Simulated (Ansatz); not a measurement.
An element in the bcc structure gives these cold pressures by all-electron LAPW under PBEsol (Ansatz 0.2.0, scalar-relativistic, no spin polarisation).

| V (Å³/atom) | P (GPa) |
| --- | --- |
| 16.78 | -0.04 |
| 14.76 | 21.1 |
| 13.09 | 57.6 |
| 11.41 | 130.7 |
| 9.73 | 283.3 |
| 8.39 | 531.8 |
| 7.21 | 951.1 |

**Question.** Which element is it?

**Answer.** Ag. Its zero-pressure volume in this structure is near 16.8 Å³/atom; the volume and the steepness of P(V) together point to it, though neighbours can come close. Other candidates weren't computed, and some may come near.
